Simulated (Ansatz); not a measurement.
# 17O NMR of the central transition in LiZnSO₄F

Cell: a computed structure from the Materials Project (it need not be an observed phase), taken as it stands.

Space group Pnma (No. 62); a = 7.5648, b = 6.3750, c = 7.5792 Å.

```
site  Wyckoff  site symmetry       x       y       z
  Li       4a             -1  0.0000  0.0000  0.0000
  Zn       4c            .m.  0.1419  0.2500  0.2945
   S       4c            .m.  0.3683  0.2500  0.8585
 O13       8d              1  0.1318  0.5631  0.2387
 O21       4c            .m.  0.2067  0.2500  0.9704
 O25       4c            .m.  0.0304  0.2500  0.5341
   F       4c            .m.  0.4005  0.2500  0.3638
```

One atom of each set is listed.

The numbers come from a DFT calculation in Ansatz (PBE, plane waves and PAW, scalar-relativistic, 420 eV cutoff, Γ-centred 3×3×3 k-points, Fermi–Dirac smearing 0.02 eV).

17O has I = 5/2 and Q = -25.58 mb (Pyykkö 2018); at 7.05 T its Larmor frequency is ν₀ = 40.7 MHz. Only the quadrupole interaction is simulated: positions count from each site's isotropic chemical shift, and shift anisotropy, dipolar and J coupling are left out.

(1) Simulate the second-order pattern (static powder, Gaussian broadening 2 kHz) of site O21 (1 S at 1.49 Å, 2 Li at 2.24 Å, 1 Zn at 2.50 Å).

Answers

(1) The calculation gives C_Q = -8.64 MHz and η = 0.03, so ν_Q = 1.30 MHz and the centre of gravity lies at -271 ppm (-11.0 kHz).

| offset (kHz) | height |
| --- | --- |
| -41.61 | 0 |
| -39.47 | 6 |
| -37.33 | 65 |
| -35.19 | 100 |
| -33.05 | 67 |
| -30.91 | 52 |
| -28.76 | 44 |
| -26.62 | 40 |
| -24.48 | 37 |
| -22.34 | 34 |
| -20.20 | 33 |
| -18.06 | 31 |
| -15.91 | 30 |
| -13.77 | 30 |
| -11.63 | 29 |
| -9.49 | 29 |
| -7.35 | 28 |
| -5.21 | 28 |
| -3.07 | 28 |
| -0.92 | 27 |
| 1.22 | 23 |
| 3.36 | 23 |
| 5.50 | 24 |
| 7.64 | 25 |
| 9.78 | 27 |
| 11.93 | 30 |
| 14.07 | 34 |
| 16.21 | 41 |
| 18.35 | 62 |
| 20.49 | 71 |
| 22.63 | 8 |
| 24.78 | 0 |

At O21 V_zz points along its shortest bond, to S (within 2°).

The largest force is 0.4 eV/Å, so the atoms aren't at the calculated equilibrium and relaxing them would move these values.
